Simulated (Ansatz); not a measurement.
A distorted cell of Ge (diamond):

```xyz
2
Lattice="0.0000 2.8373 2.8373 2.8373 0.0000 2.8373 2.8373 2.8373 0.0000" Properties=species:S:1:pos:R:3 pbc="T T T"
Ge     0.0000     0.0000     0.0000
Ge     1.3898     1.3898     1.3898
```

Level of theory: r2SCAN (plane waves to 500 eV, PAW, scalar-relativistic; Ansatz, a program for electronic structure). k mesh 8×8×8 (Γ-centred), Fermi-Dirac smearing 0.05 eV. E stands for the smeared free energy. Compression counts positive. As the smearing reaches across the gap at some points, energies and forces of such displacements shift with the k mesh and the smearing. Ge was relaxed with its symmetry unable to fall.

Problem. Predict the force on every atom, in eV/Å.

Solution. 
```csv
atom,Fx,Fy,Fz
Ge1,-0.362,-0.362,-0.362
Ge2,0.362,0.362,0.362
```

Problem. Give the stress tensor in GPa and the pressure.

Solution. 
```
    0.1      0.9      0.9
    0.9      0.1      0.9
    0.9      0.9      0.1
```
The pressure, a third of the trace, is 0.1 GPa.

Problem. In it atom 2 sits (-0.029, -0.029, -0.029) Å away from its relaxed site. What is its energy relative to the relaxed cell?

Solution. 15 meV/cell.

(For displaced atoms, the force is minus the slope of the energy, and its curvature is a force constant, which sets phonon frequencies.)
